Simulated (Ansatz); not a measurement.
K2BrCl6F:
```
K2BrCl6F
1.0
    0.00000     4.99687     4.99687
    4.99687     0.00000     4.99687
    4.99687     4.99687     0.00000
K Br Cl F
2 1 6 1
Direct
  0.25000   0.25000   0.25000
  0.75000   0.75000   0.75000
  0.00000   0.00000   0.00000
  0.24448   0.75552   0.75552
  0.75552   0.24448   0.24448
  0.75552   0.24448   0.75552
  0.24448   0.75552   0.24448
  0.75552   0.75552   0.24448
  0.24448   0.24448   0.75552
  0.50000   0.50000   0.50000
```

Relaxed with r²SCAN. Special points in fractions of this cell's reciprocal vectors: Γ (0.000, 0.000, 0.000); X (0.500, 0.000, 0.500); U (0.625, 0.250, 0.625); K (0.375, 0.375, 0.750); L (0.500, 0.500, 0.500); W (0.500, 0.250, 0.750).

Problem. List the band energies nearest the valence-band maximum at these points for r²SCAN (plane waves, PAW; program Ansatz).

Solution. In eV from the valence-band maximum; about four levels below and three above (degenerate sets whole), none deeper than 8.9 eV; points with the same levels are listed once.

```
k                                below           above
-  -----------------------------------  --------------
Γ  -1.72 -1.72 -1.72 -1.02 -1.02 -1.02  1.96 1.96 1.96
X        -1.46 -1.46 -1.37 -1.24 -1.04  2.02 2.02 2.07
U              -1.28 -1.19 -0.88 -0.64  1.70 1.86 2.06
L               -1.32 -0.45 -0.45 0.00  1.01 1.65 1.65
W              -1.47 -1.19 -1.19 -0.25  1.46 2.05 2.05
```

Space group Fm-3m. The first step of the workflow began from a Materials Project structure, measured or hypothetical; the Crystallography Open Database copy checked does not list it. Whether it is the stable phase at ambient conditions was not checked. Symmetry was held in the r²SCAN relaxation; its stability against distortions is not shown here. Spin–orbit coupling is left out wherever it is not named.

Potentials: the later of the program's two PAW sets.
